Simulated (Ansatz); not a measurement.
Sc: energy along a strain

Sc, P6_3/mmc, a = 3.309 Å, c = 5.268 Å (as given, not relaxed at this level: -0.6 GPa). Ansatz: PBE, PAW, 420 eV, Γ-centred 18×18×10 mesh on 2 atoms, Gaussian smearing 0.15 eV; no spin polarisation. Cell vectors (Å): 3.309 0.000 0.000; -1.654 2.866 0.000; 0.000 0.000 5.268. The cell is strained by x per cent times the pattern (0 0 1 0 0 0) in the order xx yy zz yz xz xy (engineering shears), with fractional coordinates held. y is the free energy over the start, V0 = 24.974 Å³/atom.

| x (%) | y (meV/atom) |
| --- | --- |
| -2.00 | -2.16 |
| -1.50 | -2.20 |
| -1.00 | ? |
| -0.50 | -1.11 |
| 0.00 | 0.00 |
| 0.50 | 1.47 |
| 1.00 | 3.29 |
| 1.50 | 5.44 |
| 1.75 | 6.64 |
| 2.00 | 7.92 |

**Question.** Fit y = c1 x + c2 x² + c3 x³ to the other rows, get the stiffness along the pattern, and predict the missing energy.

**Answer.** Least squares on the rows shown. y = 2.583 x + 0.7200 x² − 0.01595 x³. The clamped-ion stiffness p·C·p = 2 × 7.200 eV × 160.2 / 24.974 Å³ = 92 GPa, which is C33 in these axes (second derivative at the start, which stands under stress). At x = -1.00 the fit asked for gives -1.85 meV/atom. The run gave -1.85 meV/atom, the same to the digits shown.